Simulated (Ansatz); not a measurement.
Consider a crystal of Sn₃O in space group Im-3m (No. 229), with Sn on 6b; O on 2a.

Method: DFT PBE, scalar-relativistic, plane waves, PAW (Ansatz 0.2.0). Cutoff 420 eV, Γ-centred mesh, Gaussian smearing, no spin polarisation.

Energies over the elements count from the elements' standard structures at the same level (O₂ as a molecule), with no fitted energy shifts. The references include grey tin.

**Question.** Predict the relaxed structure.

**Answer.**

Space group Im-3m (No. 229). a = 5.709 Å, b = 5.709 Å, c = 5.709 Å, α = 90.00°, β = 90.00°, γ = 90.00°
```csv
atom,site,symmetry,x,y,z
Sn,6b,4/mm.m,0.5000,0.0000,0.0000
O,2a,m-3m,0.0000,0.0000,0.0000
```

Sn is surrounded by 2 O at 2.85 Å and 4 Sn at 2.85 Å; O has 6 Sn at 2.85 Å.

**Question.** Where does its energy lie, and is it a metal?

**Answer.** The formation energy is −0.01 eV/atom and the gap on the 12×12×12 mesh of the 4-atom cell is 0 eV (a metal). The formation energy is too near zero to say whether this cell lies below the elements.

The last run used Gaussian smearing of 0.10 eV. For metals, differences of a few meV/atom aren't resolved. Symmetry constrained the relaxation, so the result can be a saddle point.
